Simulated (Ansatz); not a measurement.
TiAl (CuAu type, space group P4/mmm)

```
CELL_PARAMETERS angstrom
      2.82408     0.00000     0.00000
      0.00000     2.82408     0.00000
      0.00000     0.00000     4.07063
ATOMIC_POSITIONS crystal
  Al 0.50000 0.50000 0.50000
  Ti 0.00000 0.00000 0.00000
```

In each cell atom 2 (Ti, nearest neighbour Ti at 2.824 Å; its periodic images, 2.8 Å or more away, move with it) moves by s·(0.000, 0.000, 1.000) (along Cartesian z), the rest being held.

The numbers are results of PBE (plane waves to 420 eV, PAW, scalar-relativistic; Ansatz, a program for electronic structure), not measurements. k mesh 13×13×9 (Γ-centred), Fermi-Dirac smearing 0.05 eV. E stands for the smeared free energy. With partly filled bands, energies and forces of such displacements shift with the k mesh and the smearing. The PAW data are Ansatz's earlier set. TiAl is run without spin polarisation. TiAl was relaxed with its symmetry unable to fall. The zero of ΔE is the undisplaced structure. The last digit holds for this mesh only.

```
s (Å)   ΔE (meV/cell)
------  -------------
-0.560         1006.8
-0.448          625.1
-0.336          340.3
-0.224          145.9
-0.112           35.5
0.000             0.0
0.112            35.5
0.224           145.9
0.336           340.3
0.448           625.1
0.560          1006.8
```

Problem. What force constant k = d²E/ds² at s = 0 does the table give?

Solution. 5.6 eV/Å². It is the second difference of the nearest points, corrected with the next pair.

Problem. With k = 5.61 eV/Å² from the forces, is the well harmonic out to s = 0.560 Å?

Solution. ½ks² = 880 meV/cell against the computed 1007 meV/cell, so the well is stiffer than harmonic there.

(A displaced cell: forces are minus the slopes of the energy, force constants its curvatures, and phonons follow from these.)
